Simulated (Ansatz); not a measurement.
Ni (fcc, Cu type)

```xyz
1
Lattice="0.0000 1.7594 1.7594 1.7594 0.0000 1.7594 1.7594 1.7594 0.0000" Properties=species:S:1:pos:R:3 pbc="T T T"
Ni     0.0000     0.0000     0.0000
```

Grid over V/V₀ and (c/a)/(c/a)₀, subscript 0 meaning the relaxed cell; the conventional c axis lies along z; no internal relaxation.

The numbers are results of PBE (plane waves to 420 eV, PAW, scalar-relativistic; Ansatz, an electronic-structure program), not measurements. k mesh 23×23×23 (Γ-centred), Fermi-Dirac smearing 0.05 eV. Energies are smeared free energies. With partly filled bands, the response to shear is sensitive to the k mesh, so small differences along c/a are uncertain. Ni was relaxed with its symmetry unable to fall. Relaxed Ni ends ferromagnetic. The PAW data are Ansatz's earlier set. The magnetic order is the one the run started from; other orders were not tried. ΔE is measured from the relaxed starting cell.

Q: Give the computed ΔE (kJ/mol of atoms) at all points of the grid V/V₀ = 0.960, 0.980, 1.000, 1.020, 1.040 by (c/a)/(c/a)₀ = 0.960, 0.980, 1.000, 1.020, 1.040.

A: ΔE (kJ/mol of atoms), with V/V₀ across and (c/a)/(c/a)₀ down:

```
(c/a)/(c/a)₀ \ V/V₀  0.960  0.980  1.000  1.020  1.040
-------------------  -----  -----  -----  -----  -----
0.960                  1.6    0.7    0.4    0.6    1.3
0.980                  1.2    0.4    0.1    0.4    1.1
1.000                  1.1    0.3    0.0    0.2    1.0
1.020                  1.2    0.4    0.1    0.4    1.1
1.040                  1.6    0.7    0.4    0.7    1.4
```

(Under strain, the slope of the energy per volume gives the stress and its curvature an elastic modulus.)
